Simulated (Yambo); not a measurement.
G0W0@PBEsol for AgCl (space group P2_1/m, No. 11) in Yambo. Reference settings: 4×4×2 Γ-centred k mesh, bands 9 to 136 and a 7 Ry block in the screening, 136 bands in G with the Bruneval-Gonze terminator, plasmon pole fitted at 27.2 eV. The PBEsol gap (-0.5, 0, -0.5) → Γ on this mesh is 0.68 eV; G0W0 gaps are taken between the same points.

The settings were changed. The gap went from 2.16 eV to 2.36 eV, and the shift of the valence edge from -0.93 eV to -1.05 eV.

What was changed between the two runs?
A. 59 bands in G, no terminator
B. 2 Ry block
C. 92 bands in G
D. 6 Ry block

B, 2 Ry block. The others gave (gap, valence shift): 6 Ry block: 2.13, -0.90 eV; 92 bands in G: 2.16, -0.93 eV; 59 bands in G, no terminator: 1.98, -0.32 eV.

Spin-orbit coupling is not included.

Geometry relaxed with PBEsol; primitive cell a = 3.847 Å, b = 3.842 Å, c = 5.414 Å, α = 90.00°, β = 97.28°, γ = 90.00°.

This is not the ordinary phase of the substance; no match was found in the copy of COD used, and its stability was not checked.

A shift is the quasiparticle energy of the state minus its PBEsol energy.
